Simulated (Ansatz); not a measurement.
The start is a generated cell, Pt built in the hcp structure type. The structure is fully relaxed (lattice and positions, P = 0) with r2SCAN (plane waves to 500 eV, PAW, scalar-relativistic; Ansatz, a program for electronic structure). The first steps use a coarse 13×13×7 k-mesh.

The start:
```
CELL_PARAMETERS angstrom
      2.77720     0.00000     0.00000
     -1.38860     2.40512     0.00000
      0.00000     0.00000     4.50904
ATOMIC_POSITIONS crystal
  Pt 0.33333 0.66667 0.25000
  Pt 0.66667 0.33333 0.75000
```

### Question
How much energy is released per atom?

### Answer
0.03 eV/atom.

### Question
What band gap does the relaxed structure have at this level?

### Answer
Zero (metallic).

### Question
What does it relax into? Give the structure.

### Answer

```cif
data_Pt2
_chemical_formula_sum 'Pt2'
_space_group_name_H-M_alt 'P63/mmc'
_space_group_IT_number 194
_space_group_name_Hall '-P 6c 2c'
_cell_length_a 2.73607
_cell_length_b 2.73607
_cell_length_c 4.75345
_cell_angle_alpha 90.000
_cell_angle_beta 90.000
_cell_angle_gamma 120.000
loop_
_atom_site_label
_atom_site_type_symbol
_atom_site_symmetry_multiplicity
_atom_site_Wyckoff_symbol
_atom_site_fract_x
_atom_site_fract_y
_atom_site_fract_z
_atom_site_occupancy
Pt1 Pt 2 c 0.33333 0.66667 0.25000 1
```

The space group stays P6₃/mmc (No. 194) (the run could not lower it); the end is hcp (Mg type), with 2 atoms in the primitive cell. Final values are on a 19×19×10 k-mesh of the relaxed cell. No spin polarisation in the result.

The run could not lose the symmetry of its start: the end is stationary, and may be a saddle point rather than a minimum.

All atoms sit on sites fixed by symmetry, so only the cell could relax.

The relaxed structure here is a generated cell of Pt: the first start was made by placing the elements on the sites of a structure type, and the end was not matched to a known phase here, so it may be hypothetical. Known forms of Pt include space group No. 225.
